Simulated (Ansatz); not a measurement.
## Computed properties of AlGaAs₂

AlGaAs2:
```yaml
crystal:
  lattice:
    - [4.01234, 0.00000, 0.00000]
    - [0.00000, 4.01234, 0.00000]
    - [0.00000, 0.00000, 11.33166]
  atoms:
    - { symbol: Ga, position: [0.50000, 0.00000, 0.87528] }
    - { symbol: As, position: [0.00000, 0.00000, 0.00000] }
    - { symbol: Ga, position: [0.00000, 0.50000, 0.12472] }
    - { symbol: As, position: [0.50000, 0.50000, 0.25001] }
    - { symbol: Al, position: [0.50000, 0.00000, 0.37476] }
    - { symbol: As, position: [0.00000, 0.00000, 0.50000] }
    - { symbol: Al, position: [0.00000, 0.50000, 0.62524] }
    - { symbol: As, position: [0.50000, 0.50000, 0.74999] }
```

Space group P-4m2 (No. 115); conventional cell a = 4.0123 Å, b = 4.0123 Å, c = 11.3317 Å, α = 90.00°, β = 90.00°, γ = 90.00°.

Method: r²SCAN (plane waves, PAW; program Ansatz). The cell and atoms are relaxed at this level. Other levels are named where they apply.

**Cell and energy**

Volume per atom: 22.80 Å³
Density: 4.49 g/cm³

**Electronic structure**

* **Band gap**: 1.63 eV (direct)
* **Valence-band maximum**: at Γ
* **Conduction-band minimum**: at Γ
* **Electron effective mass**: 0.11, 0.11, 0.12 mₑ (principal values)
* **Electron effective mass with spin–orbit coupling**: 0.11, 0.11, 0.12 mₑ (principal values)
* **Hole effective mass, band 1 of 2 at the edge**: 3.2 along x, 0.42 along z (mₑ)
* **Hole effective mass, band 2 of 2 at the edge**: 0.080 along x, 0.42 along z (mₑ)
* **Hole effective mass with spin–orbit coupling**: 0.40 along z (mₑ)
* **HSE06 gap on the r²SCAN cell**: 1.98 eV
* **Gap with spin–orbit coupling**: 1.53 eV

**Mechanics**

* **Bulk modulus (Birch–Murnaghan fit)**: 74.1 GPa
* **Pressure derivative B′**: 4.4
* **Elastic constants (relaxed ions, GPa)**: C11 = 145, C12 = 25.5, C13 = 52.8, C33 = 117, C44 = 59.1, C66 = 32.2
* **Mechanical stability**: stable (all eigenvalues of C positive)
* **Hill bulk and shear moduli**: 74.2 and 46.3 GPa
* **Young's modulus**: 115 GPa
* **Poisson's ratio**: 0.24
* **Debye temperature from the elastic constants**: 374 K
* **Piezoelectric stress constants (proper, relaxed ions, C/m²)**: e15 = e31 = -0.15, e24 = e32 = 0.15

**Charges**

- Bader charges: Ga +0.78, As -2.08 to -0.77, Al +2.08 e

The start of the workflow was typed in or built on a structure type; neither database checked (COD, Materials Project) lists it. Whether it is the stable phase at ambient conditions was not checked. Symmetry was held in the r²SCAN relaxation; whether a distortion lowers the energy is not shown. Signs of piezoelectric constants follow the polarity of the cell as given. Scalar-relativistic: spin–orbit coupling is off unless named, which matters more the heavier the elements.

Potentials: the earlier of the program's two PAW sets.
